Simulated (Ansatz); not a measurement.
**Computed properties of Ga4SbP3 (ordering on zincblende)**

All numbers come from the plane-wave code Ansatz. Values at 0 K without nuclear motion; no magnetic order is allowed, and the phase may be a hypothetical one.

Structure: an ordered 8-atom cell of Ga4SbP3 on the zincblende lattice (R3m), at its r2SCAN minimum. It is trigonal, R3m (No. 160); a = 3.975 Å, c = 39.038 Å in the conventional setting, 22.26 Å³ an atom. Around P lie 4 Ga at 2.34–2.41 Å; around P lie 4 Ga at 2.37–2.41 Å; around Sb lie 4 Ga at 2.53–2.64 Å; around Ga lie 4 P at 2.37–2.41 Å; around Ga lie 3 P at 2.41 Å and 1 Sb at 2.64 Å; around Ga lie 1 P at 2.34 Å and 3 Sb at 2.53 Å.

```
P Sb Ga
1.0
     1.98740    1.14743   13.01278
    -1.98740    1.14743   13.01278
     0.00000   -2.29485   13.01278
P Sb Ga
3 1 4
Direct
  0.00366 0.00366 0.00366
  0.74996 0.74996 0.74996
  0.49629 0.49629 0.49629
  0.24954 0.24954 0.24954
  0.68932 0.68932 0.68932
  0.43565 0.43565 0.43565
  0.18199 0.18199 0.18199
  0.94359 0.94359 0.94359
```

Relaxed lattice by functional, symmetry kept:
```csv
functional,k mesh,a (Å),c (Å),volume (Å³/atom)
PBE,8×8×8,4.017,39.492,23.00
r2SCAN,6×6×6,3.975,39.038,22.26
```

On this one geometry the levels give:
```tsv
level	k mesh	gap (eV)	kind	edges	least direct gap (eV)
PBE	8×8×8	none (overlap 0.01)	–	–	–
PBE+SOC	8×8×8	0.12	indirect	T → Γ	0.12
r2SCAN	8×8×8	0.18	direct	Γ	0.18
HSE06	4×4×4	0.58	direct	Γ	0.58
```
All runs use a smearing of 0.02 eV.
Wave cutoffs: 420 eV, 500 eV (r2SCAN).

HSE06 gives a direct gap of 0.58 eV at Γ. PBE+SOC gives an indirect gap of 0.116 eV, from T to Γ; the least direct gap is 0.122 eV at T. Least and direct gap differ so little that the kind isn't settled. With so small a gap spin-orbit coupling can invert the bands, which the size of the gap doesn't show: the edges may have crossed and parted again.

Direct and least gap lie within 0.04 eV at some levels, so the kind of gap isn't settled.

Only the levels marked +SOC include spin-orbit coupling.

Gaps or overlaps of about a tenth of an eV are at the limit of these meshes: between the points read a gap can be smaller or closed.
